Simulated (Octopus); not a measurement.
**AgBr (Fm-3m, No. 225): conduction levels under hydrostatic strain**

AgBr (Fm-3m, No. 225), cubic lattice constant 5.784 Å. The cell is a database entry, not relaxed again.

Level: LDA. Code: Octopus 16.4. Numerical set-up: grid spacing about 0.16 Å, Γ-centred 6×6×6 k-mesh, Fermi-Dirac smearing of 0.01 eV, no spin polarisation; PseudoDojo 0.4 LDA potentials. Spin-orbit coupling is left out. The cell is scaled uniformly. Energies of the lowest empty band count from each cell's highest valence level among the special points, at L; they are Kohn-Sham values at fixed points of the zone.

```tsv
a (Å)	ln(V/V₀)	Γ (eV)	X (eV)	L (eV)
5.524	-0.1381	0.391	1.080	3.158
5.582	-0.1069	0.379	1.156	3.256
5.640	-0.0760	0.373	1.228	3.349
5.698	-0.0453	0.372	1.296	3.436
5.755	-0.0150	?	?	?
5.784	0.0000	0.378	1.391	3.558
5.842	0.0299	0.388	1.449	3.634
```

V₀ is the volume of the database cell.

Question: Fit each column by a quadratic in ln V through the rows shown. Give the volume deformation potentials dE/d ln V at the withheld row, and predict that row.

Answer: Fits: Γ: 0.378 +0.25 x +2.5 x²; X: 1.391 +2.01 x −1.7 x²; L: 3.559 +2.60 x −2.1 x², with x = ln(V/V₀). At x = -0.0150 the slopes are +0.2 eV (Γ), +2.1 eV (X), +2.7 eV (L). Predicted against computed: 0.375 against 0.375 eV, 1.360 against 1.361 eV, 3.519 against 3.519 eV.

The lowest of these levels is that at Γ in all rows.
